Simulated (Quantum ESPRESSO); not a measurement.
Nb2ZrF2O6, one run as intended and one with a planted mistake

A calculation, not a measurement. The program is pw.x of Quantum ESPRESSO 7.5 (plane-wave density functional theory). The cell is made up: 11 atoms on a rutile lattice with one site empty, with randomly drawn elements, strain and displacements, not relaxed. PseudoDojo standard norm-conserving files (v0.5 for PBE, v0.4.1 for LDA and PBEsol) set the functional; there is no spin polarisation, spin-orbit coupling or dispersion term, and the masses in the input are unused placeholders.

Intended input:

```
&control calculation='scf', pseudo_dir='./dojo.nc.sr.pbe.v0_5.standard.upf', outdir='./o', disk_io='medium', tprnfor=.true., tstress=.true. /
&system ibrav=0, nat=11, ntyp=4, nbnd=50, ecutwfc=84.00895049, nosym=.true., tot_charge=0,
 occupations='smearing', smearing='fd', degauss=0.0018374661
/
&electrons conv_thr=7.350e-09, electron_maxstep=60, /
ATOMIC_SPECIES
F 1.0 F.upf
Nb 1.0 Nb.upf
O 1.0 O.upf
Zr 1.0 Zr.upf
CELL_PARAMETERS angstrom
5.03 0.0 0.0
0.0 5.03 0.0
0.0 0.0 6.7135
ATOMIC_POSITIONS angstrom
Nb -0.0805 0.1794 0.2883
Zr 0.1336 -0.0465 3.3069
Nb 2.438 2.519 4.9901
F 1.5262 1.4217 0.1142
O 3.633 3.4612 0.0403
O 4.137 0.9546 1.7762
O 1.0546 3.9938 1.7477
O 1.6301 1.7938 3.3435
O 3.4069 3.5136 3.2725
F 4.0801 1.0304 5.1193
O 0.9577 3.9709 5.002
K_POINTS automatic
4 4 3 1 1 1
```

The log is shortened where brackets say so; the opening notice, blank lines, dates and the lines on written files are dropped, and the path of the files is cut. It prints rydbergs, bohrs and kilobars, and counts compression as positive stress. Where no state is partly filled, the Fermi energy that it prints is only some level between the filled and the empty states on the mesh, and need not lie in the true gap.

Log of the intended run:

```
     Program PWSCF v.7.5
     Parallel version (MPI & OpenMP), running on       1 processor cores
     Number of MPI processes:                 1
     Threads/MPI process:                     1
     [start-up lines left out]
     bravais-lattice index     =            0
     lattice parameter (alat)  =       9.5053  a.u.
     unit-cell volume          =    1146.2558 (a.u.)^3
     number of atoms/cell      =           11
     number of atomic types    =            4
     number of electrons       =        88.00
     number of Kohn-Sham states=           50
     kinetic-energy cutoff     =      84.0090  Ry
     charge density cutoff     =     336.0358  Ry
     scf convergence threshold =      7.3E-09
     mixing beta               =       0.7000
     number of iterations used =            8  plain     mixing
     Exchange-correlation= PBE
                           (   1   4   3   4   0   0   0)
     [axes and pseudopotential details left out]
   Cartesian axes
     site n.     atom                  positions (alat units)
         1        Nb     tau(   1) = (  -0.0160040   0.0356660   0.0573161  )
         2        Zr     tau(   2) = (   0.0265606  -0.0092445   0.6574354  )
         3        Nb     tau(   3) = (   0.4846918   0.5007952   0.9920676  )
         4        F      tau(   4) = (   0.3034195   0.2826441   0.0227038  )
         5        O      tau(   5) = (   0.7222664   0.6881113   0.0080119  )
         6        O      tau(   6) = (   0.8224652   0.1897813   0.3531213  )
         7        O      tau(   7) = (   0.2096620   0.7939960   0.3474553  )
         8        O      tau(   8) = (   0.3240755   0.3566203   0.6647117  )
         9        O      tau(   9) = (   0.6773161   0.6985288   0.6505964  )
        10        F      tau(  10) = (   0.8111531   0.2048509   1.0177535  )
        11        O      tau(  11) = (   0.1903976   0.7894433   0.9944334  )
     number of k points=    24  Fermi-Dirac smearing, width (Ry)=  0.0018
                       cart. coord. in units 2pi/alat
        k(    1) = (   0.1250000   0.1250000   0.1248728), wk =   0.0833333
        k(    2) = (   0.1250000   0.1250000  -0.3746183), wk =   0.0833333
     [further k points left out]
     Dense  grid:   119283 G-vectors     FFT dimensions: (  60,  60,  75)
     Estimated max dynamical RAM per process >     178.32 MB
     Initial potential from superposition of free atoms
     starting charge      87.9930, renormalised to      88.0000
     Starting wfcs are   62 randomized atomic wfcs
     total cpu time spent up to now is        7.6 secs
     per-process dynamical memory:    97.9 Mb
     Self-consistent Calculation
     iteration #  1     ecut=    84.01 Ry     beta= 0.70
     Davidson diagonalization with overlap
     ethr =  1.00E-02,  avg # of iterations =  2.0
     total cpu time spent up to now is       24.5 secs
     total energy              =    -643.39771642 Ry
     estimated scf accuracy    <       7.86450649 Ry
     iteration #  2     ecut=    84.01 Ry     beta= 0.70
     Davidson diagonalization with overlap
     ethr =  8.94E-03,  avg # of iterations =  6.0
     total cpu time spent up to now is       63.4 secs
     total energy              =    -636.97571111 Ry
     estimated scf accuracy    <      98.22293208 Ry
     [iterations 3 to 19 left out]
     iteration # 20     ecut=    84.01 Ry     beta= 0.70
     Davidson diagonalization with overlap
     ethr =  1.86E-11,  avg # of iterations =  4.3
     total cpu time spent up to now is      432.0 secs
     total energy              =    -648.00238872 Ry
     estimated scf accuracy    <          9.7E-09 Ry
     iteration # 21     ecut=    84.01 Ry     beta= 0.70
     Davidson diagonalization with overlap
     ethr =  1.11E-11,  avg # of iterations =  2.6
     total cpu time spent up to now is      446.0 secs
     End of self-consistent calculation
     [lines on levels left out]
     the Fermi energy is     6.3431 ev
!    total energy              =    -648.00238872 Ry
     estimated scf accuracy    <          3.8E-09 Ry
     smearing contrib. (-TS)   =      -0.00000000 Ry
     internal energy E=F+TS    =    -648.00238872 Ry
     The total energy is F=E-TS. E is the sum of the following terms:
     one-electron contribution =    -256.65432660 Ry
     hartree contribution      =     165.69562017 Ry
     xc contribution           =    -142.94651866 Ry
     ewald contribution        =    -414.09716364 Ry
     convergence has been achieved in  21 iterations
     Forces acting on atoms (cartesian axes, Ry/au):
     atom    1 type  2   force =    -0.04922000   -0.20647093    0.13195277
     atom    2 type  4   force =     0.02012177   -0.09656818   -0.04283350
     atom    3 type  2   force =    -0.02340660    0.16936462   -0.20720931
     atom    4 type  1   force =    -0.00951861   -0.00314365   -0.05500564
     atom    5 type  3   force =     0.04147588    0.09550195   -0.08735741
     atom    6 type  3   force =     0.05371134   -0.04397180   -0.08239018
     atom    7 type  3   force =    -0.11614008    0.14589282   -0.04418333
     atom    8 type  3   force =    -0.00608913   -0.05878860    0.17238365
     atom    9 type  3   force =     0.04035383    0.01498881    0.16856065
     atom   10 type  1   force =    -0.00089974   -0.00035086    0.01713801
     atom   11 type  3   force =     0.04961133   -0.01645420    0.02894429
     Total force =     0.532416     Total SCF correction =     0.000126
     Computing stress (Cartesian axis) and pressure
          total   stress  (Ry/bohr**3)                   (kbar)     P=     -213.84
  -0.00117175  -0.00027750  -0.00016884         -172.37      -40.82      -24.84
  -0.00027750  -0.00145695  -0.00005358          -40.82     -214.32       -7.88
  -0.00016884  -0.00005358  -0.00173223          -24.84       -7.88     -254.82
     init_run     :      7.13s CPU      7.55s WALL (       1 calls)
     electrons    :    422.56s CPU    438.38s WALL (       1 calls)
     forces       :      2.91s CPU      2.93s WALL (       1 calls)
     stress       :     10.19s CPU     10.23s WALL (       1 calls)
     [timing details left out]
     PWSCF        :   7m22.91s CPU   7m39.35s WALL
     JOB DONE.
```

A second run has one planted mistake: the cell has the wrong charge. The input lines that differ, file-writing options aside:

```
- &system ibrav=0, nat=11, ntyp=4, nbnd=50, ecutwfc=84.00895049, nosym=.true., tot_charge=0,
+ &system ibrav=0, nat=11, ntyp=4, nbnd=51, ecutwfc=84.00895049, nosym=.true., tot_charge=-1,
```

Its log:

```
     Program PWSCF v.7.5
     Parallel version (MPI & OpenMP), running on       4 processor cores
     Number of MPI processes:                 4
     Threads/MPI process:                     1
     [start-up lines left out]
     bravais-lattice index     =            0
     lattice parameter (alat)  =       9.5053  a.u.
     unit-cell volume          =    1146.2558 (a.u.)^3
     number of atoms/cell      =           11
     number of atomic types    =            4
     number of electrons       =        89.00
     number of Kohn-Sham states=           51
     kinetic-energy cutoff     =      84.0090  Ry
     charge density cutoff     =     336.0358  Ry
     scf convergence threshold =      7.3E-09
     mixing beta               =       0.7000
     number of iterations used =            8  plain     mixing
     Exchange-correlation= PBE
                           (   1   4   3   4   0   0   0)
     [axes and pseudopotential details left out]
   Cartesian axes
     site n.     atom                  positions (alat units)
         1        Nb     tau(   1) = (  -0.0160040   0.0356660   0.0573161  )
         2        Zr     tau(   2) = (   0.0265606  -0.0092445   0.6574354  )
         3        Nb     tau(   3) = (   0.4846918   0.5007952   0.9920676  )
         4        F      tau(   4) = (   0.3034195   0.2826441   0.0227038  )
         5        O      tau(   5) = (   0.7222664   0.6881113   0.0080119  )
         6        O      tau(   6) = (   0.8224652   0.1897813   0.3531213  )
         7        O      tau(   7) = (   0.2096620   0.7939960   0.3474553  )
         8        O      tau(   8) = (   0.3240755   0.3566203   0.6647117  )
         9        O      tau(   9) = (   0.6773161   0.6985288   0.6505964  )
        10        F      tau(  10) = (   0.8111531   0.2048509   1.0177535  )
        11        O      tau(  11) = (   0.1903976   0.7894433   0.9944334  )
     number of k points=    24  Fermi-Dirac smearing, width (Ry)=  0.0018
                       cart. coord. in units 2pi/alat
        k(    1) = (   0.1250000   0.1250000   0.1248728), wk =   0.0833333
        k(    2) = (   0.1250000   0.1250000  -0.3746183), wk =   0.0833333
     [further k points left out]
     Dense  grid:   119283 G-vectors     FFT dimensions: (  60,  60,  75)
     Estimated max dynamical RAM per process >     249.07 MB
     Estimated total dynamical RAM >     908.90 MB
     Initial potential from superposition of free atoms
     starting charge      87.9930, renormalised to      89.0000
     Starting wfcs are   62 randomized atomic wfcs
     total cpu time spent up to now is        5.8 secs
     per-process dynamical memory:   177.2 Mb
     Self-consistent Calculation
     iteration #  1     ecut=    84.01 Ry     beta= 0.70
     Davidson diagonalization with overlap
     ethr =  1.00E-02,  avg # of iterations =  2.0
     total cpu time spent up to now is       14.7 secs
     total energy              =    -642.99947626 Ry
     estimated scf accuracy    <       7.44096327 Ry
     iteration #  2     ecut=    84.01 Ry     beta= 0.70
     Davidson diagonalization with overlap
     ethr =  8.36E-03,  avg # of iterations =  6.1
     total cpu time spent up to now is       30.7 secs
     total energy              =    -636.09205769 Ry
     estimated scf accuracy    <     100.53428681 Ry
     [iterations 3 to 20 left out]
     iteration # 21     ecut=    84.01 Ry     beta= 0.70
     Davidson diagonalization with overlap
     ethr =  8.57E-11,  avg # of iterations =  2.2
     total cpu time spent up to now is      206.5 secs
     total energy              =    -647.46680375 Ry
     estimated scf accuracy    <       0.00000001 Ry
     iteration # 22     ecut=    84.01 Ry     beta= 0.70
     Davidson diagonalization with overlap
     ethr =  1.18E-11,  avg # of iterations =  4.6
     total cpu time spent up to now is      216.5 secs
     End of self-consistent calculation
     [lines on levels left out]
     the Fermi energy is     7.5307 ev
!    total energy              =    -647.46680375 Ry
     estimated scf accuracy    <          4.4E-09 Ry
     smearing contrib. (-TS)   =      -0.00152367 Ry
     internal energy E=F+TS    =    -647.46528007 Ry
     The total energy is F=E-TS. E is the sum of the following terms:
     one-electron contribution =    -256.63246680 Ry
     hartree contribution      =     167.21248721 Ry
     xc contribution           =    -143.94813685 Ry
     ewald contribution        =    -414.09716364 Ry
     convergence has been achieved in  22 iterations
     Forces acting on atoms (cartesian axes, Ry/au):
     atom    1 type  2   force =    -0.04961907   -0.19411405    0.10400655
     atom    2 type  4   force =     0.02232201   -0.10331929   -0.04780050
     atom    3 type  2   force =    -0.00695052    0.14417074   -0.16266795
     atom    4 type  1   force =     0.00187052    0.00847322   -0.05354787
     atom    5 type  3   force =     0.02640206    0.07715158   -0.09536535
     atom    6 type  3   force =     0.04800078   -0.03675559   -0.06308064
     atom    7 type  3   force =    -0.11020230    0.13970683   -0.02135773
     atom    8 type  3   force =    -0.02017846   -0.06673232    0.15227342
     atom    9 type  3   force =     0.05372380    0.03041915    0.15598547
     atom   10 type  1   force =     0.00196375   -0.00284949    0.00922154
     atom   11 type  3   force =     0.03266744    0.00384923    0.02233306
     Total force =     0.477514     Total SCF correction =     0.000145
     Computing stress (Cartesian axis) and pressure
          total   stress  (Ry/bohr**3)                   (kbar)     P=      -79.87
  -0.00025542  -0.00027875  -0.00015430          -37.57      -41.01      -22.70
  -0.00027875  -0.00054376  -0.00009089          -41.01      -79.99      -13.37
  -0.00015430  -0.00009089  -0.00082966          -22.70      -13.37     -122.05
     init_run     :      4.92s CPU      5.12s WALL (       1 calls)
     electrons    :    209.92s CPU    210.79s WALL (       1 calls)
     forces       :      1.75s CPU      1.78s WALL (       1 calls)
     stress       :      5.71s CPU      5.71s WALL (       1 calls)
     [timing details left out]
     PWSCF        :   3m42.97s CPU   3m44.16s WALL
     JOB DONE.
```

|  | intended run | run with the mistake |
| --- | --- | --- |
| free energy (eV) | -8816.522 | -8809.235 |
| smearing term -TS (eV) | 0.0000 | -0.0207 |
| pressure (GPa) | -21.38 | -7.99 |
| largest force component (eV/Å) | 5.328 | 4.991 |
| largest change of a force component (eV/Å) |  | 1.145 |
| iterations | 21 | 22 |

For scale, a rerun of the intended cell at a cutoff of 1467 eV and k mesh 6 x 6 x 5 moved values by no more than 0.004 eV in energy, 0.04 GPa in stress and 0.002 eV/Å in force. The charged cell sits in a uniform background, so its energy and stress rest on the program's zero of potential. The number of bands, nbnd, was set by rule from the electron count and the smearing, so it follows the mistake.